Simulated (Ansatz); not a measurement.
TiRu (CsCl type, Pm-3m) at seven volumes, the program Ansatz at the PBEsol level (PAW), scaled uniformly. One row is withheld.

```csv
V (Å³/atom),P (GPa)
12.854,27.00
13.278,16.49
13.701,?
14.125,0.00
14.549,-6.47
14.973,-11.99
15.396,-16.70
```

### Question
Fit the shown pressures and predict the withheld one.

### Answer
P = (3/2)B₀(x^(7/2) − x^(5/2))[1 + (3/4)(B′ − 4)(x − 1)] with x = (V₀/V)^(2/3). Least squares on the six rows gives V₀ = 14.125 Å³/atom, B₀ = 233 GPa, B′ = 4.33. At V = 13.701, x = 1.0205 and P = 7.59 GPa. The run itself gave 7.58 GPa.

The workflow started from an entry of the Crystallography Open Database (COD). Its standing as an ambient phase is unchecked. The cell was relaxed with PBEsol under the symmetry of its start; whether a distortion lowers the energy is not shown. The run is not spin-polarised.

Potentials: the later of the program's two PAW sets.
